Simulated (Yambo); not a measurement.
```xyz
3
Lattice="3.7199 0.0000 0.0000 -1.8599 3.1583 0.0000 0.0000 0.0000 15.9000" Properties=species:S:1:pos:R:3 pbc="T T T"
S      0.0000     2.1062     1.4604
S      1.8599     1.0521    -1.4604
Sn     0.0000     0.0000     0.0000
```

The PBEsol cell relaxed from Materials Project entry mp-1170 was given a uniaxial strain of +2 % along x, the other axes held, and the atoms were relaxed again, with the Coulomb interaction truncated along z.

Task: Where are the main features of Im α from RPA with local fields on PBE bands (Yambo; 24×24×1 mesh, 51 bands, 2 Ry local-field block, 0.2 eV broadening; field along y)?

Result: Peaks at 4.1 eV (5.9), 5.2 eV (5.8), 6.8 eV (3.3), 9.1 eV (1.7), heights in brackets (Å). α is the in-plane polarisability per area of the layer, a length; absorbance is 4πω Im α/c. Peak heights and small wiggles depend on the k mesh. Convergence of the RPA response with its 24×24×1 mesh was not tested. No excitonic effects at this level. 

Spin-orbit coupling is not included.

The potentials are those of PseudoDojo's stringent table.
